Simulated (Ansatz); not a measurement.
RuS₂:
Space group Pa-3 (No. 205); a = 5.6319 Å, b = 5.6319 Å, c = 5.6319 Å, α = 90.00°, β = 90.00°, γ = 90.00°

| atom | site | symmetry | x | y | z |
|---|---|---|---|---|---|
| Ru | 4a | .-3. | 0.0000 | 0.0000 | 0.0000 |
| S | 8c | .3. | 0.3879 | 0.3879 | 0.3879 |

Relaxed with r²SCAN.

Which orbitals make up the states near the band edges in r²SCAN (plane waves, PAW; program Ansatz)?

Top 1 eV of the valence band: Ru 4d 79 %, S 3p 17 %. Bottom 1 eV of the conduction band: S 3p 68 %, Ru 4d 18 %, outside the projected shells 9 %. Projections are on Löwdin-orthogonalised atomic valence shells; empty p or d shells of many metals are not among them.

Tabulate the density of states.

States/eV per cell of 12 atoms, in 0.25 eV bins, energy from the valence-band maximum.

| E (eV) | total | S 3p | Ru 4d | S 3s |
|---|---|---|---|---|
| -7.87 | 0.00 | 0.00 | 0.00 | 0.00 |
| -7.62 | 0.00 | 0.00 | 0.00 | 0.00 |
| -7.37 | 0.00 | 0.00 | 0.00 | 0.00 |
| -7.12 | 2.63 | 2.12 | 0.32 | 0.04 |
| -6.87 | 15.18 | 11.70 | 2.47 | 0.35 |
| -6.62 | 9.07 | 6.82 | 1.60 | 0.24 |
| -6.37 | 3.23 | 2.45 | 0.54 | 0.07 |
| -6.12 | 6.75 | 4.86 | 1.32 | 0.18 |
| -5.87 | 8.53 | 6.05 | 1.79 | 0.21 |
| -5.62 | 7.64 | 5.14 | 2.03 | 0.18 |
| -5.37 | 7.87 | 5.17 | 2.34 | 0.14 |
| -5.12 | 4.61 | 3.14 | 1.21 | 0.10 |
| -4.87 | 10.34 | 6.74 | 3.13 | 0.24 |
| -4.62 | 10.25 | 6.84 | 2.94 | 0.25 |
| -4.37 | 9.34 | 6.25 | 2.61 | 0.27 |
| -4.12 | 6.48 | 4.14 | 1.98 | 0.17 |
| -3.87 | 5.02 | 3.20 | 1.48 | 0.10 |
| -3.62 | 9.39 | 6.29 | 2.42 | 0.25 |
| -3.37 | 7.35 | 5.10 | 1.71 | 0.21 |
| -3.12 | 6.29 | 4.40 | 1.45 | 0.18 |
| -2.87 | 8.15 | 5.90 | 1.70 | 0.20 |
| -2.62 | 8.73 | 6.31 | 1.93 | 0.19 |
| -2.37 | 5.71 | 3.96 | 1.46 | 0.11 |
| -2.12 | 5.75 | 4.00 | 1.49 | 0.10 |
| -1.87 | 1.70 | 1.21 | 0.43 | 0.02 |
| -1.62 | 0.10 | 0.01 | 0.08 | 0.00 |
| -1.37 | 9.84 | 1.73 | 7.60 | 0.16 |
| -1.12 | 19.96 | 3.36 | 15.70 | 0.30 |
| -0.87 | 17.39 | 2.46 | 14.17 | 0.23 |
| -0.62 | 19.25 | 2.78 | 15.64 | 0.20 |
| -0.37 | 15.95 | 3.18 | 12.13 | 0.08 |
| -0.12 | 13.51 | 2.89 | 10.10 | 0.05 |
| 0.13 | 0.00 | 0.00 | 0.00 | 0.00 |
| 0.38 | 0.00 | 0.00 | 0.00 | 0.00 |
| 0.63 | 0.00 | 0.00 | 0.00 | 0.00 |
| 0.88 | 0.01 | 0.01 | 0.00 | 0.00 |
| 1.13 | 0.14 | 0.12 | 0.01 | 0.01 |
| 1.38 | 0.29 | 0.22 | 0.04 | 0.01 |
| 1.63 | 0.53 | 0.36 | 0.10 | 0.03 |
| 1.88 | 1.04 | 0.58 | 0.30 | 0.07 |
| 2.13 | 2.66 | 1.13 | 1.07 | 0.25 |
| 2.38 | 6.99 | 2.65 | 3.12 | 0.74 |
| 2.63 | 11.48 | 4.93 | 4.64 | 1.13 |
| 2.88 | 11.28 | 4.87 | 4.81 | 0.87 |
| 3.13 | 12.76 | 6.08 | 5.04 | 0.91 |
| 3.38 | 12.21 | 6.33 | 4.40 | 0.80 |
| 3.63 | 5.65 | 2.92 | 2.16 | 0.18 |
| 3.88 | 10.12 | 5.55 | 3.66 | 0.28 |
| 4.13 | 8.81 | 4.73 | 3.26 | 0.20 |
| 4.38 | 5.58 | 2.89 | 2.16 | 0.09 |
| 4.63 | 4.04 | 2.08 | 1.60 | 0.04 |
| 4.88 | 1.96 | 1.01 | 0.80 | 0.01 |
| 5.13 | 0.40 | 0.22 | 0.16 | 0.00 |
| 5.38 | 0.04 | 0.03 | 0.02 | 0.00 |
| 5.63 | 0.00 | 0.00 | 0.00 | 0.00 |

Symmetry was held in the r²SCAN relaxation; phonons on a q-mesh show no instability. No spin polarisation was allowed. Scalar-relativistic: spin–orbit coupling is off unless named, which matters more the heavier the elements.

Potentials: the later of the program's two PAW sets.
